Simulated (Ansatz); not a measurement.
## An elastic constant from a strain scan in Mg2C3

Computed with Ansatz 0.2.0, DFT r2SCAN, scalar-relativistic, plane waves, PAW. Cutoff 500 eV, Γ-centred 8×8×6 k-points, Gaussian smearing of 0.05 eV. No spin polarisation. Energies are free energies at this smearing, counted from the undisturbed cell; pressure is positive in compression.

The starting cell (relaxed at this level; it needn't be the usual structure):

```yaml
crystal:
  lattice:
    - [2.38702, -2.33941, -0.00634]
    - [2.38702, 2.33941, -0.00634]
    - [-1.22536, 0.00000, 4.85842]
  atoms:
    - { symbol: Mg, position: [0.80824, 0.80824, 0.19843] }
    - { symbol: Mg, position: [0.19176, 0.19176, 0.80157] }
    - { symbol: C, position: [0.30417, 0.30417, 0.26146] }
    - { symbol: C, position: [0.69583, 0.69583, 0.73854] }
    - { symbol: C, position: [0.50000, 0.50000, 0.50000] }
```

The cell is strained by ε times the Voigt pattern (0, 0, 1, 0, 0, 0) (xx, yy, zz, yz, xz, xy; engineering shear) with fractional coordinates fixed. The cell holds 5 atoms in V0 = 54.22 Å³. The stress column is τ = (1/V0) dE/dε, got from the stress tensor σ (compression positive) at each point as −det(1 + εP) σ : P(1 + εP)⁻¹, with P the pattern as a tensor.

```
      ε  ΔE (meV/atom)  τ (GPa)
-0.0200          7.451  -11.265
-0.0150          4.142   -8.307
-0.0100          1.818   -5.442
-0.0050          0.447   -2.671
 0.0000          0.000    0.010
 0.0050          0.445    2.604
 0.0100          1.754    5.113
 0.0150          3.897    7.540
 0.0175          5.273    8.723
 0.0200              ?        ?
```

Which combination of elastic constants does this scan measure, and how large is it?

For small ε, τ = τ0 + Kε with K = pᵀCp, which for this pattern is C33 in the Cartesian frame shown. The parabola through τ at ε = -0.0050, 0 and 0.0050 has slope K = 528 GPa at zero. The energies per cell, E = NΔE, of the same two points give K = 2[E(ε₊)/ε₊ − E(ε₋)/ε₋]/[(ε₊ − ε₋)V0] = 527 GPa, in agreement. These are clamped-ion values.

Predict the withheld row at ε = 0.0200 from the harmonic law, and compare.

ΔE = V0(τ0 ε + Kε²/2)/N = 7.155 meV/atom and τ = 10.56 GPa. The calculation gives 6.848 meV/atom and 9.89 GPa, a miss of 4.3 % of the harmonic energy, so the harmonic law still holds here.

Forces appear on the atoms along this scan, and letting them relax would lower the energy and soften the response.

Cost: 10 runs of about 2.2 core-minutes in all, on Arm Neoverse V2 (shared hosts).